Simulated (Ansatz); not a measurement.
Relaxed-ion elastic tensor of RhPb (CsCl type, Pm-3m) in GPa (Voigt order), r²SCAN (plane waves, PAW; program Ansatz); density 13.74 g/cm³, 18.73 Å³ per atom.

|  | 1 | 2 | 3 | 4 | 5 | 6 |
|---|---|---|---|---|---|---|
| 1 | 130 | 127 | 127 | 0.0 | 0.0 | 0.0 |
| 2 | 127 | 130 | 127 | 0.0 | 0.0 | 0.0 |
| 3 | 127 | 127 | 130 | 0.0 | 0.0 | 0.0 |
| 4 | 0.0 | 0.0 | 0.0 | 14.8 | 0.0 | 0.0 |
| 5 | 0.0 | 0.0 | 0.0 | 0.0 | 14.8 | 0.0 |
| 6 | 0.0 | 0.0 | 0.0 | 0.0 | 0.0 | 14.8 |

**Question.** Is the crystal mechanically stable?

**Answer.** Yes: the smallest eigenvalue of C is 2.6 GPa.

**Question.** Work out the Voigt and Reuss bounds. Is their mean of use?

**Answer.** K_V = 128, K_R = 128; G_V = 9.4, G_R = 2.9 GPa. The bounds lie so far apart that a Hill average or a Debye temperature from it would say little.

A made-up cell: these elements were put on the sites of a structure type; neither database checked (COD, Materials Project) lists it. COD files the formula under space group No. 191. Whether it is the stable phase at ambient conditions was not checked. Symmetry was held in the r²SCAN relaxation; its stability against distortions is not shown here. No spin polarisation was allowed. As this level gives no gap, shear constants depend on the k-mesh and smearing (Fermi–Dirac, 0.1 eV here). Spin–orbit coupling is left out wherever it is not named.

Potentials: the earlier of the program's two PAW sets.
